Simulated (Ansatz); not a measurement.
**Is this ZnCd2S3 structure stable?**

It was reached by relaxing an invented guess, and it needn't be the stable form of this composition.

All numbers below come from Ansatz, DFT PBE, scalar-relativistic, plane waves, PAW. The final run on the 6-atom cell used 420 eV, a Γ-centred 10×10×10 mesh, 0.02 eV smearing and no spin polarisation.

```
Zn Cd S
1.0
    -2.02773    2.02773    8.73205
     2.02773   -2.02773    8.73205
     2.02773    2.02773   -8.73205
Zn Cd S
1 2 3
Direct
  0.00000 0.00000 0.00000
  0.66143 0.66143 0.00000
  0.33857 0.33857 0.00000
  0.75000 0.25000 0.50000
  0.42749 0.92749 0.50000
  0.07251 0.57251 0.50000
```

Energies over the elements count from the elements' standard structures at the same level, with no fitted energy shifts.

**Question.** These tests were run: energy against the elements; elastic tensor. What do they show?

**Answer.**

```csv
test,result
energy against the elements,−0.698 eV/atom
elastic tensor,least eigenvalue 12 GPa
```

It fails none of these tests. Whether a mixture of other phases lies lower isn't tested here. Phonons away from Γ weren't computed.

The reference form of S is held partly by dispersion forces, which this level lacks. The run for the elastic tensor used a 10×10×10 k mesh.
